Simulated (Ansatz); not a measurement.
CF4:
```xyz
10
Lattice="4.0321 2.0295 0.0000 -4.0321 2.0295 0.0000 -3.9693 0.0000 6.9191" Properties=species:S:1:pos:R:3 pbc="T T T"
F      0.7404     2.0372     4.1598
F     -6.6944     2.0372     6.2189
F     -4.7097     2.0218     2.7593
F      2.7251     2.0218     0.7002
C     -0.9923     0.7549     1.7298
C     -2.9770     3.3041     5.1893
F     -2.0215     1.5155     2.0463
F      0.0369     1.5155     1.4133
F     -1.9478     2.5435     4.8728
F     -4.0061     2.5435     5.5058
```

Relaxed with LDA. Special points in fractions of this cell's reciprocal vectors: Γ (0.000, 0.000, 0.000); C (0.334, 0.334, 0.000); C2 (-0.334, 0.666, 0.000); Y2 (-0.500, 0.500, 0.000); M2 (-0.500, 0.500, 0.500); D (-0.292, 0.708, 0.500); D2 (0.292, 0.292, 0.500); A (0.000, 0.000, 0.500); L2 (0.000, 0.500, 0.500); V2 (0.000, 0.500, 0.000).

List the band energies nearest the valence-band maximum at these points for LDA in the plane-wave PAW code Ansatz.

In eV from the valence-band maximum; about four levels below and three above (degenerate sets whole), none deeper than 8.9 eV; points with the same levels are listed once.

```tsv
k	below	above
Γ	-0.33 -0.30 -0.28 -0.09	9.50 12.40 12.53
C	-0.19 -0.18 -0.07 -0.03	12.46 12.53 12.77
Y2	-0.18 -0.17 -0.12 -0.09	12.23 12.33 12.56
M2	-0.21 -0.21 -0.08 -0.08	11.96 11.96 12.65 12.65
D	-0.13 -0.13 -0.07 -0.07	12.55 12.55 12.79 12.79
A	-0.37 -0.37 -0.11 -0.11	10.55 10.55 12.95 12.95
L2	-0.15 -0.14 -0.01 0.00	12.22 12.37 12.72
V2	-0.13 -0.10 -0.09 -0.01	12.36 12.37 12.91
```

Space group C2/c. The workflow started from an entry of the Crystallography Open Database (COD). The LDA relaxation kept the symmetry of its start; phonons on a q-mesh show no instability. The substance is a gas or liquid at ambient conditions. A crystal of weakly bound molecules computed without a dispersion correction: the cell and the soft elastic constants depend strongly on that.

Potentials: the later of the program's two PAW sets.
